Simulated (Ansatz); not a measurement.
Re (hcp, Mg type): generalised stacking-fault energy along a line

Generalised stacking fault of Re (hcp, Mg type) on the (0001) plane. The cell below holds the perfect crystal with the plane normal along z; tilting its third vector by the shift puts one fault into each cell, between planes 2.22 Å apart, at fixed cell height.

```yaml
crystal:
  lattice:
    - [2.75083, 0.00000, 0.00000]
    - [1.37541, 2.38229, 0.00000]
    - [0.00000, 0.00000, 13.32433]
  atoms:
    - { symbol: Re, position: [0.33333, 0.33333, 0.08333] }
    - { symbol: Re, position: [0.33333, 0.33333, 0.41667] }
    - { symbol: Re, position: [0.33333, 0.33333, 0.75000] }
    - { symbol: Re, position: [0.66667, 0.66667, 0.91667] }
    - { symbol: Re, position: [0.66667, 0.66667, 0.25000] }
    - { symbol: Re, position: [0.66667, 0.66667, 0.58333] }
```

In-plane vectors a = (2.751, 0.000) Å, b = (1.375, 2.382) Å, area 6.55 Å². The shift is s times the vector a + b (length 4.765 Å), so s = 1 restores the start. Atoms relax along the normal only. γ = [E(shift) − E(0)] / area.

All values below come from PBEsol (plane waves to 420 eV, PAW, scalar-relativistic; Ansatz, an electronic-structure program). k mesh 16×16×3 (Γ-centred), Fermi-Dirac smearing 0.05 eV. Energies are extrapolated to zero smearing. Compression counts positive. Some relaxations began with atoms very close together and may have settled on another branch. With partly filled bands, the k mesh leaves noise in γ, roughly 0.02 J/m² as judged from a few cases. Faults lie only 13.3 Å apart, and holding the cell height raises γ above its relaxed value. Re is run without spin polarisation. Re was relaxed with its symmetry unable to fall. Spin-orbit coupling is left out, though Re is heavy. The zero of γ is zero shift.

```
shift (Å)  γ (J/m²)  σ normal to the fault (GPa)
---------  --------  ---------------------------
0.000          0.00                          0.1
0.397          0.44                          2.0
0.794          1.53                          7.4
1.191          2.85                         13.4
1.588          3.45                         16.3
1.985          2.85                         13.5
2.382          1.68                          7.5
2.779          0.71                          2.7
3.176          0.26                          0.7
3.573          0.60                          1.8
3.970          0.71                          2.1
4.368          0.35                          0.9
```

What the scan shows:

The highest computed γ on the line is 3.45 J/m². The γ at the local minimum along the line, s = 0.667 is 0.26 J/m² and the lower barrier from zero shift into that minimum (unstable fault energy, highest computed point) is 0.71 J/m². The steepest slope dγ/d(shift) before the first maximum (spline) is 35 GPa. Position of the highest point: s = 0.333. Local minima between the ends: s = 0.667.

The 12 points together took very roughly 50 core-minutes.

(The slope of γ gives the shear force per area between the displaced halves; near zero shift its curvature is an elastic stiffness.)
